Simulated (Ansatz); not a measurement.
**Piezoelectric tensor of Al$_{3}$GaO$_{6}$**

Computed with DFT PBE, scalar-relativistic, plane waves, PAW (Ansatz 0.2.0). Cutoff 420 eV, 4×8×4 k-points (Γ-centred), fixed occupations. No spin polarisation.

Relaxed structure:
```xyz
10
Lattice="5.2662 0.0000 0.0036 0.0000 2.8841 0.0000 -0.4298 0.0000 8.6990" Properties=species:S:1:pos:R:3 pbc="T T T"
Al    3.3458    0.0000    6.1915
Al    3.1741    1.4421    3.3210
Al    0.7280    1.4421    7.5433
Ga    0.5942    0.0000    1.8082
O     3.3096    1.4421    5.1238
O     1.9219    0.0000    7.1904
O     2.2534    0.0000    2.9013
O     4.8094    1.4421    2.6657
O     1.0520    1.4421    0.6385
O     4.8239    0.0000    7.1023
```

It was reached by relaxing an invented guess, and it needn't be the stable form of this composition.

(1) Give the relaxed-ion proper piezoelectric stress tensor e_iJ (C/m², Voigt columns xx yy zz yz xz xy).

(2) With the elastic constants (GPa, Voigt order)
C11 = 198.8, C12 = 44.3, C13 = 81.1, C15 = -12.8, C22 = 343.6, C23 = 62.6, C25 = 5.0, C33 = 166.4, C35 = -16.0, C44 = 52.8, C46 = 10.3, C55 = 48.6, C66 = 37.2 GPa; the others vanish.
find the strain coefficients d = e·C⁻¹ (pC/N).

## Answers

(1)
```
x    0.127 -0.068  0.069  0.000  0.095  0.000
y    0.000  0.000  0.000 -0.315  0.000 -0.125
z    0.174 -0.141  0.295  0.000  0.013  0.000
```
Signs follow the orientation of the cell as given.

(2)
```
x    0.7 -0.4  0.5  0.0  2.3  0.0
y    0.0  0.0  0.0 -5.6  0.0 -1.8
z    0.3 -0.8  2.1  0.0  1.1  0.0
```
